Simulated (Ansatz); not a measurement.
Al$_{2}$O$_{3}$:
```
CELL_PARAMETERS angstrom
      2.37884     1.37342     4.33075
     -2.37884     1.37342     4.33075
      0.00000    -2.74685     4.33075
ATOMIC_POSITIONS crystal
  Al 0.14816 0.14816 0.14816
  Al 0.85184 0.85184 0.85184
  Al 0.35184 0.35184 0.35184
  Al 0.64816 0.64816 0.64816
  O  0.94368 0.55632 0.25000
  O  0.05632 0.44368 0.75000
  O  0.25000 0.94368 0.55632
  O  0.75000 0.05632 0.44368
  O  0.55632 0.25000 0.94368
  O  0.44368 0.75000 0.05632
```

Relaxed with r²SCAN.

Problem. Give the Bader charges and basin volumes of the independent atoms, r²SCAN in the plane-wave PAW code Ansatz.

Solution. 

```tsv
atom	Bader charge (e)	Bader volume (Å³)
Al1	+2.59	3.2
O5	-1.73	12.0
```

Space group R-3c (corundum). The r²SCAN relaxation kept the symmetry of its start.

Potentials: the earlier of the program's two PAW sets. The files were generated under PBE; for other functionals the program regenerates the frozen cores, and for LDA and PBEsol the local potential too.
